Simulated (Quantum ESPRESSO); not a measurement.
# Kohn-Sham bands of PbSe (Cmcm)

```xyz
4
Lattice="4.3098 0.0000 0.0000 0.0000 0.0000 -4.4505 -2.1549 6.1339 0.0000" Properties=species:S:1:pos:R:3 pbc="T T T"
Pb     2.1549    -1.6164    -1.1126
Pb    -2.1549     1.6164     1.1126
Se     0.0000     1.7017    -1.1126
Se     0.0000    -1.7017     1.1126
```

Cell from Materials Project (mp-1063670), symmetrised, no further relaxation. Not found in the COD (Crystallography Open Database) copy used, which has the formula in other groups; not checked further. Computed values, not measurements, from PBEsol: Quantum ESPRESSO (norm-conserving PseudoDojo potentials, cutoff 69 Ry, spinors with spin-orbit coupling) on a Γ-centred 4×4×4 mesh, then Wannier90. Density: 8×8×8 mesh, Gaussian smearing 0.01 Ry.

List the Kohn-Sham levels between −8 and 3.4 eV relative to the valence-band maximum at the high-symmetry points, as a band run of pw.x on that density gives them (levels within 2 meV counted together).


| point | k (reciprocal lattice) | levels (eV) |
|---|---|---|
| Γ | 0.000 0.000 0.000 | -6.99 (×2), -6.28 (×2), -4.32 (×2), -3.07 (×2), -2.25 (×2), -1.92 (×2), -1.33 (×2), -0.49 (×2), 3.35 (×2) |
| Y | 0.000 0.000 0.500 | -7.55 (×2), -6.19 (×2), -2.93 (×2), -2.40 (×2), -2.09 (×2), -1.87 (×2), -1.22 (×2), -0.70 (×2), 0.79 (×2) |
| C_0 | 0.438 0.000 0.281 | -7.42 (×2), -2.52 (×2), -1.36 (×2), -1.34 (×2), -1.23 (×2), -0.71 (×2), -0.44 (×2), 0.50 (×2), 1.42 (×2), 1.80 (×2), 2.17 (×2), 3.09 (×2) |
| Σ_0 | 0.562 0.000 -0.281 | -7.42 (×2), -2.52 (×2), -1.36 (×2), -1.34 (×2), -1.23 (×2), -0.71 (×2), -0.44 (×2), 0.50 (×2), 1.42 (×2), 1.80 (×2), 2.17 (×2), 3.09 (×2) |
| Z | 0.000 -0.500 0.000 | -7.82 (×4), -2.84 (×4), -1.05 (×4), -0.18 (×4), 1.01 (×4), 2.36 (×4) |
| A_0 | 0.562 -0.500 -0.281 | -7.33 (×2), -7.33 (×2), -4.37 (×2), -4.31 (×2), -2.95 (×2), -2.86 (×2), -1.46 (×2), -1.44 (×2), 2.65 (×2), 2.90 (×2) |
| E_0 | 0.438 -0.500 0.281 | -7.33 (×2), -7.33 (×2), -4.37 (×2), -4.31 (×2), -2.95 (×2), -2.86 (×2), -1.46 (×2), -1.44 (×2), 2.65 (×2), 2.90 (×2) |
| T | 0.000 -0.500 0.500 | -1.24 (×4), -1.16 (×4), -0.56 (×4), 0.96 (×4), 2.37 (×4), 3.37 (×4) |
| S | 0.500 0.000 0.000 | -7.61 (×2), -2.21 (×2), -2.10 (×2), -1.36 (×2), -1.12 (×2), -0.61 (×2), -0.39 (×2), 0.99 (×2), 1.01 (×2), 2.05 (×2), 2.59 (×2), 2.65 (×2) |
| R | 0.500 -0.500 0.000 | -7.25 (×4), -4.31 (×4), -3.25 (×4), -1.41 (×4), 2.83 (×4) |
